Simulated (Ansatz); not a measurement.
Rb (bcc (W type), Im-3m) at seven volumes, r²SCAN in the plane-wave PAW code Ansatz, scaled uniformly. One row is withheld.

| V (Å³/atom) | P (GPa) |
|---|---|
| 86.388 | 0.30 |
| 89.236 | 0.18 |
| 92.084 | 0.09 |
| 94.932 | 0.00 |
| 97.780 | -0.07 |
| 100.627 | ? |
| 103.475 | -0.19 |

Task: Fit the shown pressures and predict the withheld one.

Result: P = (3/2)B₀(x^(7/2) − x^(5/2))[1 + (3/4)(B′ − 4)(x − 1)] with x = (V₀/V)^(2/3). Least squares on the six rows gives V₀ = 94.994 Å³/atom, B₀ = 2.6 GPa, B′ = 3.87. At V = 100.627, x = 0.9623 and P = -0.13 GPa. The run itself gave -0.14 GPa.

Symmetry was held in the r²SCAN relaxation.

Potentials: the earlier of the program's two PAW sets.
